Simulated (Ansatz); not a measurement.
Consider the following.

YPd$_{2}$O$_{4}$:
```cif
data_O16Pd8Y4
_chemical_formula_sum 'Y4 Pd8 O16'
_space_group_name_H-M_alt 'I41/a :1'
_space_group_IT_number 88
_space_group_name_Hall 'I 4bw -1bw'
_cell_length_a 5.74533
_cell_length_b 5.74533
_cell_length_c 10.00614
_cell_angle_alpha 90.000
_cell_angle_beta 90.000
_cell_angle_gamma 90.000
loop_
_space_group_symop_operation_xyz
  'x, y, z'
  '-y, x+1/2, z+1/4'
  '-x+1/2, -y+1/2, z+1/2'
  'y+1/2, -x, z+3/4'
  '-x, -y+1/2, -z+1/4'
  'y, -x, -z'
  'x+1/2, y, -z+3/4'
  '-y+1/2, x+1/2, -z+1/2'
  'x+1/2, y+1/2, z+1/2'
  '-y+1/2, x, z+3/4'
  '-x, -y, z'
  'y, -x+1/2, z+1/4'
  '-x+1/2, -y, -z+3/4'
  'y+1/2, -x+1/2, -z+1/2'
  'x, y+1/2, -z+1/4'
  '-y, x, -z'
loop_
_atom_site_label
_atom_site_type_symbol
_atom_site_symmetry_multiplicity
_atom_site_Wyckoff_symbol
_atom_site_fract_x
_atom_site_fract_y
_atom_site_fract_z
_atom_site_occupancy
Y1 Y 4 a 0.00000 0.00000 0.00000 1
Pd1 Pd 8 d 0.25000 0.00000 0.37500 1
O1 O 16 f 0.19023 0.15572 0.19776 1
```
(The calculation used a cell of 14 atoms; values per cell refer to that cell.)

This is the r²SCAN-relaxed structure.

Task: All from the program Ansatz at the r²SCAN level (PAW), unless another level is named. Predict the electronic character.

Result: metallic (no gap).

Task: Give the density of states at the Fermi level.

Result: 0.45 states/eV per atom (mean over ±0.08 eV).

Task: Give the formation energy from the elements (no fitted shifts).

Result: -1793 meV/atom.

Space group I4_1/a. The first step of the workflow began from a Materials Project structure, measured or hypothetical; the Crystallography Open Database copy checked does not list it. Its standing as an ambient phase is unchecked. The cell was relaxed with r²SCAN under the symmetry of its start; its stability against distortions is not shown here. No spin polarisation was allowed. The references are the lowest solids computed at this level, not always the standard phases (solids in place of the gases). Scalar-relativistic: spin–orbit coupling is off unless named, which matters more the heavier the elements.

Potentials: the later of the program's two PAW sets.
